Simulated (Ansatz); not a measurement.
Relaxed-ion elastic tensor of CsPbCl3 (cubic perovskite, Pm-3m) in GPa (Voigt order), the program Ansatz at the PBEsol level (PAW); density 4.19 g/cm³, 35.42 Å³ per atom.

```
58.8   8.0   8.0   0.0   0.0   0.0
 8.0  58.8   8.0   0.0   0.0   0.0
 8.0   8.0  58.8   0.0   0.0   0.0
 0.0   0.0   0.0   4.7   0.0   0.0
 0.0   0.0   0.0   0.0   4.7   0.0
 0.0   0.0   0.0   0.0   0.0   4.7
```

Problem. Is the crystal mechanically stable?

Solution. Yes: the smallest eigenvalue of C is 4.7 GPa.

Problem. Work out the Voigt, Reuss and Hill averages.

Solution. K_V = 24.9, K_R = 24.9, K_H = 24.9; G_V = 13.0, G_R = 7.0, G_H = 10.0 GPa.

Problem. Give Young's modulus, Poisson's ratio, Pugh's ratio and the universal anisotropy index.

Solution. E = 9KG/(3K + G) = 26.5 GPa; ν = 0.32; K/G = 2.49 (ductile by the Pugh limit of 1.75); A_U = 5G_V/G_R + K_V/K_R − 6 = 4.25.

Problem. Estimate the sound speeds and the Debye temperature.

Solution. v_l = √((K + 4G/3)/ρ) = 3020 m/s, v_t = √(G/ρ) = 1550 m/s, mean 1730 m/s; Θ = (h/k)(3n/4πV)^(1/3) v_m = 157 K.

Problem. Give the Zener ratio and Young's modulus along [100], [110] and [111].

Solution. A = 2C44/(C11 − C12) = 0.19; 1/E = S11 − 2(S11 − S12 − S44/2)Γ with Γ = 0, 1/4, 1/3 gives 56.8, 16.5, 13.4 GPa.

Problem. Solve the Christoffel equation for the three sound speeds along [100], [110], [111].

Solution. Eigenvalues of C_ijkl n_j n_l equal ρv². In km/s, slowest first: [100] 1.06, 1.06, 3.75; [110] 1.06, 2.46, 3.02; [111] 2.10, 2.10, 2.73.

This is a known high-temperature phase of the composition, computed here at zero pressure and temperature. The PBEsol relaxation kept the symmetry of its start; of distortions, only those at the zone centre were tested, and some modes there are weakly imaginary. Scalar-relativistic: spin–orbit coupling is off unless named, which matters more the heavier the elements.

Potentials: the later of the program's two PAW sets.
